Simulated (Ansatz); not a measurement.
Consider the following.

Ti:
```
Ti
1.0
   -1.58254     1.58254     1.58254
    1.58254    -1.58254     1.58254
    1.58254     1.58254    -1.58254
Ti
1
Direct
  0.00000   0.00000   0.00000
```

This is the LDA-relaxed structure.

Question: All from LDA in the plane-wave PAW code Ansatz, unless another level is named. Give the bulk modulus (Birch–Murnaghan fit).

Answer: 119 GPa.

Question: What about the elastic constants (relaxed ions, GPa)?

Answer: C11 = 108, C12 = 126, C44 = 32.5.

Space group Im-3m (bcc (W type)). This is a known high-temperature phase of the composition, computed here at zero pressure and temperature. The cell was relaxed with LDA under the symmetry of its start. At this level the phase is mechanically unstable. The run is not spin-polarised. As this level gives no gap, shear constants depend on the k-mesh and smearing (Fermi–Dirac, 0.1 eV here). On the denser mesh and wider smearing of the elastic run this cell carries a stress of 0.4 GPa.

Potentials: the earlier of the program's two PAW sets. The files were generated under PBE; for other functionals the program regenerates the frozen cores, and for LDA and PBEsol the local potential too.
